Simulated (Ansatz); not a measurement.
## Property card for NbTc

NbTc:
Space group Cmmm (No. 65); a = 3.1709 Å, b = 4.6111 Å, c = 4.3752 Å, α = β = γ = 90.00°

```tsv
atom	site	symmetry	x	y	z
Nb	2a	mmm	0.0000	0.0000	0.0000
Tc	2c	mmm	0.0000	0.5000	0.5000
```
(The calculation used a cell of 2 atoms; values per cell refer to that cell.)

Space group Cmmm (No. 65); conventional cell a = 3.171 Å, b = 4.611 Å, c = 4.375 Å, α = 90.00°, β = 90.00°, γ = 90.00°.

Method: plane-wave PAW r²SCAN (Ansatz code). Structure relaxed to zero pressure with the same functional. Other levels are named where they apply.

### Cell and energy

- Volume per atom = 15.99 Å³
- Density = 9.91 g/cm³
- Formation energy from the elements (no fitted shifts) = -0.19 eV/atom

### Electronic structure

- Electronic character = metallic (no gap)
- Density of states at the Fermi level = 0.71 states/eV per atom (mean over ±0.08 eV)

The first step of the workflow began from a Materials Project structure, measured or hypothetical; the Crystallography Open Database copy checked does not list it. With Nb and Tc taken as one species the cell has the higher symmetry Im-3m, so it may be an ordered model of a mixed-site phase. Whether it is the stable phase at ambient conditions was not checked. Symmetry was held in the r²SCAN relaxation; its stability against distortions is not shown here. The run is not spin-polarised. Axis ratios of metals converge slowly with the k-mesh, so a and c are less sure than the volume. The references are the lowest solids computed at this level, not always the standard phases. Scalar-relativistic: spin–orbit coupling is off unless named, which matters more the heavier the elements.

Potentials: the later of the program's two PAW sets.
